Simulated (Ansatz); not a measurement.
# BaTiO₃ under strain — ¹³⁵Ba NMR of the central transition

Cell: a structure deposited in the COD, relaxed with PBE at fixed cell and then changed (z compressed by 2 %, ions relaxed).

```cif
data_structure
_symmetry_space_group_name_H-M 'P 1'
_symmetry_Int_Tables_number 1
_cell_length_a 3.9998
_cell_length_b 3.9998
_cell_length_c 3.9376
_cell_angle_alpha 90.000
_cell_angle_beta 90.000
_cell_angle_gamma 90.000
_cell_volume 63.00
loop_
_atom_site_label
_atom_site_type_symbol
_atom_site_fract_x
_atom_site_fract_y
_atom_site_fract_z
_atom_site_occupancy
Ba1 Ba 0.00000 0.00000 0.00160 1
Ti2 Ti 0.50000 0.50000 0.49296 1
O3 O 0.50000 0.50000 0.01371 1
O4 O 0.50000 0.00000 0.50987 1
O5 O 0.00000 0.50000 0.50987 1
```

Sites (sets of like atoms) are named by element and the number of their first atom in this list.

Computed with Ansatz: DFT, PBE, plane waves and PAW, scalar-relativistic, 420 eV cutoff, Γ-centred 8×8×8 k-points, Fermi–Dirac smearing 0.02 eV.

¹³⁵Ba has I = 3/2 and Q = 153.0 mb (Pyykkö 2018); at 11.7 T its Larmor frequency is ν₀ = 49.8 MHz (from the bare nuclear moment; shielding lowers the observed one by a per cent or two). Only the quadrupole interaction is simulated: positions count from each site's isotropic chemical shift, and J coupling is left out, as are shift anisotropy and dipolar coupling, which fast spinning averages.

Simulated pattern of one Ba site (fast magic-angle spinning, Gaussian broadening 0.08 kHz):

| offset (kHz) | height |
| --- | --- |
| -2.713 | 0 |
| -2.633 | 1 |
| -2.553 | 4 |
| -2.473 | 5 |
| -2.393 | 5 |
| -2.313 | 5 |
| -2.233 | 5 |
| -2.154 | 5 |
| -2.074 | 5 |
| -1.994 | 5 |
| -1.914 | 6 |
| -1.834 | 6 |
| -1.754 | 6 |
| -1.674 | 30 |
| -1.594 | 78 |
| -1.515 | 53 |
| -1.435 | 42 |
| -1.355 | 37 |
| -1.275 | 35 |
| -1.195 | 34 |
| -1.115 | 33 |
| -1.035 | 33 |
| -0.955 | 33 |
| -0.875 | 35 |
| -0.796 | 36 |
| -0.716 | 39 |
| -0.636 | 43 |
| -0.556 | 51 |
| -0.476 | 70 |
| -0.396 | 100 |
| -0.316 | 21 |
| -0.236 | 0 |

Q: Which |C_Q| and η does the pattern imply?

A: The pattern spans 2.24 kHz before broadening and its centre of gravity is at -1.04 kHz, which fixes P_Q; the places of the horns and steps fix η. That gives P_Q = 1.44 MHz, |C_Q| = 1.44 MHz and η = 0.00. The sign of C_Q can't be read from the pattern.

An axis of threefold or higher order runs through Ba, so V_zz lies along it and η is zero.

Without spin–orbit coupling (the program notes it for Ba) the gradients are little affected as a rule: paired runs on crystals with a gap mostly move them by under 2 % at such atoms. At this changed cell the PBE pressure is 6 GPa.

The relaxation (7 steps) took 55 s of wall time (55 s of CPU time) and 0.57 GiB at its peak, on 1 thread of Intel Xeon Platinum 8488C (Sapphire Rapids) (x86_64; 16 cores open to the job, memory cap 3.0 GiB, no GPU), a shared host with a load of 0.5 a core.
